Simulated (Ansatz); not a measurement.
An Ansatz (a quantum-chemistry and plane-wave program) run. Input:

Ansatz 0.2 input:
```yaml
crystal:
  lattice:
    - [-2.51, 2.51, 2.51]
    - [2.51, -2.51, 2.51]
    - [2.51, 2.51, -2.51]
  atoms:
    - { symbol: Ba, position: [0.0, 0.0, 0.0] }
kpoints:
  mp_grid: { grid: [24, 24, 24] }
hamiltonian:
  xc: pbe
  pseudopotentials: { kind: paw }
scf:
  occupations: { method: fermi_dirac, width: 0.1 }
elastic: { mode: relaxed_ion, stencil: two_point, amplitude: 0.005, f_tol: 0.0005 }
```

Output (shortened):

```
Pseudopotential: Ba, paw, valence charge 10
Functional definition: PBE
Crystal: 1 atoms, lattice volume = 63.253 Å³
Basis set: ecut = 420 eV, 1253 PW (Γ), exchange–correlation on 60×60×60 points (8 copies of the dense FFT grid, shifted against one another)
Bands: 9, of which v1, the nominal top of the filled ones, is band 5 counted from 1 (4 counted from 0)
Symmetry: 48 space group operations
Space group: Im-3m (ITA 229), of the structure as read, at distance tolerance 4.0e-5 Å
k-points: 413 of 13824
SCF iter   1: F=—  HF=-5949.561452 eV  |F-HF|=—  |Δ(HF+E_count)|=         —  Δρ=9.55e-4  dr2=8.56e-4  ethr=1.77e-3  ⟨swp⟩=7.6  Hψ=36960  notcnv=0
preconditioner: auto → Kerker (q_TF=auto, 2.006 Å⁻¹)
SCF iter   2: F=—  HF=-5949.561481 eV  |F-HF|=—  |Δ(HF+E_count)|=   2.92e-5  Δρ=6.69e-4  dr2=4.37e-4  ethr=8.56e-6  ⟨swp⟩=2.3  Hψ=8386  notcnv=0
SCF iter   3: F=—  HF=-5949.561497 eV  |F-HF|=—  |Δ(HF+E_count)|=   1.65e-5  Δρ=1.08e-4  dr2=9.06e-6  ethr=4.37e-6  ⟨swp⟩=2.9  Hψ=5815  notcnv=0
SCF iter   4: F=—  HF=-5949.561499 eV  |F-HF|=—  |Δ(HF+E_count)|=   1.99e-6  Δρ=5.04e-5  dr2=8.49e-7  ethr=9.06e-8  ⟨swp⟩=2.3  Hψ=5981  notcnv=0
SCF iter   5: F=—  HF=-5949.561500 eV  |F-HF|=—  |Δ(HF+E_count)|=   9.37e-7  Δρ=6.66e-6  dr2=2.88e-8  ethr=8.49e-9  ⟨swp⟩=2.0  Hψ=5438  notcnv=0
SCF iter   6: F=—  HF=-5949.561500 eV  |F-HF|=—  |Δ(HF+E_count)|=   1.81e-8  Δρ=1.28e-6  dr2=1.19e-9  ethr=2.88e-10  ⟨swp⟩=3.0  Hψ=6158  notcnv=0
SCF iter   7: F=—  HF=-5949.561500 eV  |F-HF|=—  |Δ(HF+E_count)|=   1.50e-9  Δρ=3.51e-7  dr2=7.33e-11  ethr=1.19e-11  ⟨swp⟩=2.3  Hψ=4867  notcnv=0
SCF iter   8: F=—  HF=-5949.561500 eV  |F-HF|=—  |Δ(HF+E_count)|=  7.82e-11  Δρ=9.47e-8  dr2=2.39e-12  ethr=7.33e-13 (applied; sched 1.00e-12)  ⟨swp⟩=2.3  Hψ=5042  notcnv=0
SCF iter   9: F=-5949.561500 eV  HF=-5949.561500 eV  |F-HF|=0.00e0  |Δ(HF+E_count)|=  4.55e-12  Δρ=7.03e-9  dr2=2.92e-14  ethr=1.00e-12  ⟨swp⟩=3.3  Hψ=15730  notcnv=0
the search or the solves at the SCF's close seem to have found levels that the self-consistency loop had missed (the run counts 1) …
SCF 1 converged in 9 iterations: F = -5949.561500 eV  dr2 = 2.92e-14
Crystal: 1 atoms, lattice volume = 62.937 Å³
Symmetry: 16 space group operations
k-points: 1063 of 13824
iter 1 solved again at ethr=1.65e-7 eV; its pass at ethr=3.10e-3 eV (dr2=1.65e-5 eV) is discarded
SCF iter   1: F=—  HF=-5949.561399 eV  |F-HF|=—  |Δ(HF+E_count)|=         —  Δρ=8.51e-5  dr2=4.30e-6  ethr=1.65e-7  ⟨swp⟩=3.2  Hψ=103874  notcnv=0
preconditioner: auto → Kerker (q_TF=auto, 2.008 Å⁻¹)
SCF iter   2: F=—  HF=-5949.561399 eV  |F-HF|=—  |Δ(HF+E_count)|=   2.33e-7  Δρ=5.13e-5  dr2=1.73e-6  ethr=4.30e-8  ⟨swp⟩=1.0  Hψ=9567  notcnv=0
SCF iter   3: F=—  HF=-5949.561400 eV  |F-HF|=—  |Δ(HF+E_count)|=   4.73e-7  Δρ=7.92e-6  dr2=6.64e-8  ethr=1.73e-8  ⟨swp⟩=3.0  Hψ=15474  notcnv=0
SCF iter   4: F=—  HF=-5949.561400 eV  |F-HF|=—  |Δ(HF+E_count)|=   2.48e-8  Δρ=1.53e-6  dr2=3.23e-9  ethr=6.64e-10  ⟨swp⟩=1.8  Hψ=11449  notcnv=0
SCF iter   5: F=—  HF=-5949.561400 eV  |F-HF|=—  |Δ(HF+E_count)|=  2.73e-11  Δρ=3.60e-7  dr2=9.89e-11  ethr=3.23e-11  ⟨swp⟩=2.0  Hψ=13070  notcnv=0
SCF iter   6: F=—  HF=-5949.561400 eV  |F-HF|=—  |Δ(HF+E_count)|=  6.18e-11  Δρ=8.80e-8  dr2=7.13e-12  ethr=9.89e-13 (applied; sched 1.00e-12)  ⟨swp⟩=2.5  Hψ=13769  notcnv=0
SCF iter   7: F=—  HF=-5949.561400 eV  |F-HF|=—  |Δ(HF+E_count)|=  1.82e-12  Δρ=1.59e-8  dr2=1.58e-13  ethr=7.13e-14 (applied; sched 1.00e-12)  ⟨swp⟩=2.9  Hψ=14791  notcnv=0
SCF iter   8: F=-5949.561400 eV  HF=-5949.561400 eV  |F-HF|=3.64e-12  |Δ(HF+E_count)|=  2.73e-12  Δρ=2.44e-9  dr2=3.36e-15  ethr=1.00e-12  ⟨swp⟩=4.0  Hψ=30484  notcnv=0
SCF 2 converged in 8 iterations: F = -5949.561400 eV  dr2 = 3.36e-15
Crystal: 1 atoms, lattice volume = 63.569 Å³
iter 1 solved again at ethr=3.18e-11 eV; its pass at ethr=3.10e-3 eV (dr2=3.18e-9 eV) is discarded
SCF iter   1: F=—  HF=-5949.561486 eV  |F-HF|=—  |Δ(HF+E_count)|=         —  Δρ=2.76e-6  dr2=3.42e-9  ethr=3.18e-11  ⟨swp⟩=3.4  Hψ=104319  notcnv=0
preconditioner: auto → Kerker (q_TF=auto, 2.005 Å⁻¹)
SCF iter   2: F=—  HF=-5949.561486 eV  |F-HF|=—  |Δ(HF+E_count)|=   2.84e-7  Δρ=1.63e-6  dr2=1.46e-9  ethr=3.18e-11  ⟨swp⟩=1.0  Hψ=9567  notcnv=0
SCF iter   3: F=—  HF=-5949.561486 eV  |F-HF|=—  |Δ(HF+E_count)|=   4.70e-9  Δρ=2.52e-7  dr2=2.89e-11  ethr=1.46e-11  ⟨swp⟩=2.9  Hψ=16110  notcnv=0
SCF iter   4: F=—  HF=-5949.561486 eV  |F-HF|=—  |Δ(HF+E_count)|=  1.56e-10  Δρ=3.25e-8  dr2=6.97e-13  ethr=2.89e-13 (applied; sched 1.00e-12)  ⟨swp⟩=3.0  Hψ=16137  notcnv=0
SCF iter   5: F=-5949.561486 eV  HF=-5949.561486 eV  |F-HF|=9.09e-13  |Δ(HF+E_count)|=  1.82e-12  Δρ=6.75e-9  dr2=3.89e-14  ethr=1.00e-12  ⟨swp⟩=4.7  Hψ=31801  notcnv=0
SCF 3 converged in 5 iterations: F = -5949.561486 eV  dr2 = 3.89e-14
Crystal: 1 atoms, lattice volume = 63.253 Å³
Symmetry: 8 space group operations
k-points: 1963 of 13824
iter 1 solved again at ethr=5.69e-8 eV; its pass at ethr=3.10e-3 eV (dr2=5.69e-6 eV) is discarded
SCF iter   1: F=—  HF=-5949.561449 eV  |F-HF|=—  |Δ(HF+E_count)|=         —  Δρ=5.30e-5  dr2=1.92e-6  ethr=5.69e-8  ⟨swp⟩=3.0  Hψ=190790  notcnv=0
preconditioner: auto → Kerker (q_TF=auto, 2.006 Å⁻¹)
SCF iter   2: F=—  HF=-5949.561449 eV  |F-HF|=—  |Δ(HF+E_count)|=   2.46e-8  Δρ=3.35e-5  dr2=7.30e-7  ethr=1.92e-8  ⟨swp⟩=1.0  Hψ=17667  notcnv=0
SCF iter   3: F=—  HF=-5949.561450 eV  |F-HF|=—  |Δ(HF+E_count)|=   4.30e-7  Δρ=2.71e-6  dr2=3.57e-9  ethr=7.30e-9  ⟨swp⟩=3.0  Hψ=29554  notcnv=0
SCF iter   4: F=—  HF=-5949.561450 eV  |F-HF|=—  |Δ(HF+E_count)|=   7.29e-9  Δρ=4.86e-7  dr2=1.83e-10  ethr=3.57e-11  ⟨swp⟩=2.6  Hψ=28937  notcnv=0
SCF iter   5: F=—  HF=-5949.561450 eV  |F-HF|=—  |Δ(HF+E_count)|=  2.12e-10  Δρ=9.51e-8  dr2=9.79e-12  ethr=1.83e-12  ⟨swp⟩=2.9  Hψ=28894  notcnv=0
SCF iter   6: F=—  HF=-5949.561450 eV  |F-HF|=—  |Δ(HF+E_count)|=  1.82e-12  Δρ=2.53e-8  dr2=7.07e-13  ethr=9.79e-14 (applied; sched 1.00e-12)  ⟨swp⟩=2.0  Hψ=19956  notcnv=0
SCF iter   7: F=-5949.561450 eV  HF=-5949.561450 eV  |F-HF|=0.00e0  |Δ(HF+E_count)|=  9.09e-13  Δρ=4.88e-9  dr2=1.29e-14  ethr=1.00e-12  ⟨swp⟩=4.7  Hψ=58416  notcnv=0
SCF 4 converged in 7 iterations: F = -5949.561450 eV  dr2 = 1.29e-14
Crystal: 1 atoms, lattice volume = 63.253 Å³
iter 1 solved again at ethr=2.73e-11 eV; its pass at ethr=3.10e-3 eV (dr2=2.73e-9 eV) is discarded
SCF iter   1: F=—  HF=-5949.561450 eV  |F-HF|=—  |Δ(HF+E_count)|=         —  Δρ=1.69e-6  dr2=2.64e-9  ethr=2.73e-11  ⟨swp⟩=2.9  Hψ=186898  notcnv=0
preconditioner: auto → Kerker (q_TF=auto, 2.006 Å⁻¹)
SCF iter   2: F=—  HF=-5949.561450 eV  |F-HF|=—  |Δ(HF+E_count)|=   3.45e-7  Δρ=1.04e-6  dr2=1.25e-9  ethr=2.64e-11  ⟨swp⟩=1.0  Hψ=17667  notcnv=0
SCF iter   3: F=—  HF=-5949.561450 eV  |F-HF|=—  |Δ(HF+E_count)|=   1.59e-9  Δρ=2.11e-7  dr2=2.89e-11  ethr=1.25e-11  ⟨swp⟩=2.2  Hψ=25281  notcnv=0
SCF iter   4: F=—  HF=-5949.561450 eV  |F-HF|=—  |Δ(HF+E_count)|=  1.28e-10  Δρ=3.20e-8  dr2=7.22e-13  ethr=2.89e-13 (applied; sched 1.00e-12)  ⟨swp⟩=1.3  Hψ=19666  notcnv=0
SCF iter   5: F=-5949.561450 eV  HF=-5949.561450 eV  |F-HF|=1.82e-12  |Δ(HF+E_count)|=  1.82e-12  Δρ=6.56e-9  dr2=2.48e-14  ethr=1.00e-12  ⟨swp⟩=5.0  Hψ=61539  notcnv=0
SCF 5 converged in 5 iterations: F = -5949.561450 eV  dr2 = 2.48e-14
SCF converged after 9 iterations
Free energy (F): -5949.561500 eV
Harris-Foulkes:  -5949.561500 eV  (|F-HF|=0.00e0)
Internal energy: -5949.516700 eV  (E = F + TS)
E sigma→0 (E₀):  -5949.539100 eV
Entropy (-TS):   -0.044800 eV (-44.800 meV/atom)
Fermi energy:    5.816381 eV
--- Per-component energies (eV) ---
  E_band       = -85.216432
  E_kinetic    = 166.388762
  E_local      = -378.084414  (includes V_loc(G=0)·N_el)
  E_nonlocal   = 57.089917
  E_hartree    = 119.351542
  E_xc         = -166.489501
  E_vxc        = -133.548730  (∫ρ·V_xc dr)
  E_paw        = -5225.824086  (= ΣΔE_a)
  E_vpaw       = -35.765047  (= ΣTr[D̂ρ^β])
  E_aug_tail   = -0.000002  (compensation charges beyond the density's cutoff)
  E_ewald      = -521.948919
  E_smearing   = -0.044800  (= −TS)
  E_closure    = 0.000000  (closes the sum)
  Σ components = -5949.561500   (vs F -5949.561500, Δ=0.00e0)
  [band-id]    e_kinetic+e_local+e_nonlocal+2·e_hartree+e_vxc+e_vpaw+e_augmentation_tail = -85.216429   (vs E_band -85.216432, Δ=2.68e-6)
--- Forces (eV/Å), atoms counted from 1 ---
  atom   1  Ba     0.00000000     0.00000000     0.00000000
  max |Σ_I F_I| component: 0.0 eV/Å
--- Stress (GPa, compression-positive) ---
        0.021447       0.000000       0.000000
        0.000000       0.021447       0.000000
        0.000000       0.000000       0.021447
  P = ⅓ Tr σ = 0.0214 GPa (0.214 kbar)
--- Band table (eV; the first three rows and the last of 413) ---
  k-point 0: bands = ["-23.0671", "-8.0212", "-8.0212", "-8.0212", "3.0658", "7.6386", "7.6386", "7.6386", "9.0338"]
  k-point 1: bands = ["-23.0664", "-8.0295", "-8.0237", "-8.0212", "3.0985", "7.6089", "7.6240", "7.6698", "8.9684"]
  k-point 2: bands = ["-23.0643", "-8.0538", "-8.0312", "-8.0214", "3.1951", "7.5259", "7.5717", "7.7631", "8.8284"]
  k-point 412: bands = ["-22.9929", "-8.3367", "-8.3367", "-8.3367", "5.2721", "5.2721", "9.8155", "9.8155", "9.8155"]
--- Elastic constants: 2 strain directions × 2 members + reference (group order 48) ---
  dense FFT box of the reference and of every strained cell: 30×30×30
  strains applied: 11, 23; error gains: componentwise 1.00 (the most a stress slope's error grows in a printed constant), spectral 1.73 (1 for all six strains …
  C = ∂σ_k/∂η_j (tension-positive GPa; Voigt order 11 22 33 23 13 12):
        11.612      7.206      7.206      0.000      0.000      0.000
         7.206     11.612      7.206      0.000      0.000      0.000
         7.206      7.206     11.612      0.000      0.000      0.000
         0.000      0.000      0.000     10.229      0.000      0.000
         0.000      0.000      0.000      0.000     10.229      0.000
         0.000      0.000      0.000      0.000      0.000     10.229
  reference stress σ⁰ (GPa):     -0.021     -0.021     -0.021      0.000      0.000      0.000
  C* (energy form; C + prestress term) asymmetry max|C*_kj − C*_jk| = 3.553e-15 GPa — a small one proves nothing (zero by symmetry where the batch's group is …
  moduli (Voigt/Reuss/Hill, GPa): K = 8.67/8.67/8.67   G = 7.02/4.16/5.59   E = 13.81   ν = 0.235
  mechanically stable: yes (min eigenvalue of sym C = 4.41 GPa)
  where every solve meets its electron count the energy-path curvature estimates C_jj along a normal strain and C_jj − ¼(σ⁰_aa + σ⁰_bb) along a shear (ab), of …
  strain η (Voigt 11):  stress-route row diagonal C_11 = 11.61 GPa, energy-path curvature d²(F+E_count+ΔE)/dδ²/Ω₀ = 11.61 GPa
         δ    σ_11 (GPa)             F (eV)   n_scf  n_hpsi   n_pw
    -5.000e-3      -0.0805       -5949.5613999       8  235718   1264   relax 0 steps, max|allowed force component| 0.00e0 eV/Å
     5.000e-3       0.0356       -5949.5614859       5  201226   1264   relax 0 steps, max|allowed force component| 0.00e0 eV/Å
  strain η (Voigt 23):  stress-route row diagonal C_44 = 10.23 GPa, energy-path curvature d²(F+E_count+ΔE)/dδ²/Ω₀ = 10.24 GPa
         δ    σ_23 (GPa)             F (eV)   n_scf  n_hpsi   n_pw
    -5.000e-3      -0.0511       -5949.5614497       7  417148   1264   relax 0 steps, max|allowed force component| 0.00e0 eV/Å
     5.000e-3       0.0511       -5949.5614497       5  353965   1264   relax 0 steps, max|allowed force component| 0.00e0 eV/Å
```

Cost: very roughly 4 core-minutes on shared cores.

Symmetry was held in the PBE relaxation. As this level gives no gap, shear constants depend on the k-mesh and smearing (Fermi–Dirac, 0.1 eV here). Scalar-relativistic: spin–orbit coupling is off unless named, which matters more the heavier the elements.

Potentials: the later of the program's two PAW sets.

Ansatz is a plane-wave DFT program.
